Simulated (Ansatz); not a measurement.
Li2Se (anti-fluorite, Fm-3m), a = 5.945 Å, b = 5.945 Å, c = 5.945 Å, α = 90.00°, β = 90.00°, γ = 90.00°; the cell used has 3 atoms.

Relaxed with PBEsol. Plane-wave PAW PBEsol (Ansatz code) gives a gap of 2.82 eV.

What gap does HSE06 give on the same cell (Ansatz, PAW)?

3.80 eV, 0.98 eV more. The hybrid was solved on a coarser mesh and at special points; its gap is the smallest among all of these.

```tsv
k	v1 PBEsol	c1 PBEsol	v1 HSE06	c1 HSE06
Γ	0.00	3.36	(withheld)	(withheld)
X	-1.51	2.82	-1.62	3.80
L	-0.55	5.14	(withheld)	(withheld)
W	-1.86	5.07	(withheld)	(withheld)
K	-1.23	4.00	(withheld)	(withheld)
```

Top valence (v1) and lowest conduction level (c1) in eV from each method's valence maximum (which need not be a listed point): supply the withheld HSE06 values.


- Γ, v1 HSE06: 0.00
- Γ, c1 HSE06: 4.48
- K, v1 HSE06: -1.31
- K, c1 HSE06: 5.02
- W, v1 HSE06: -1.95
- W, c1 HSE06: 6.10
- L, v1 HSE06: -0.59
- L, c1 HSE06: 6.27

Cost on shared cores: the PBEsol run (SCF on a 8×8×8 mesh, then bands and DOS) about 10 core-seconds (a rough figure), the HSE06 run (SCF on 6×6×6, then a few points) very roughly 110 core-seconds; the tasks are unlike.

The PBEsol relaxation kept the symmetry of its start. Spin–orbit coupling is left out wherever it is not named.

Potentials: the later of the program's two PAW sets.
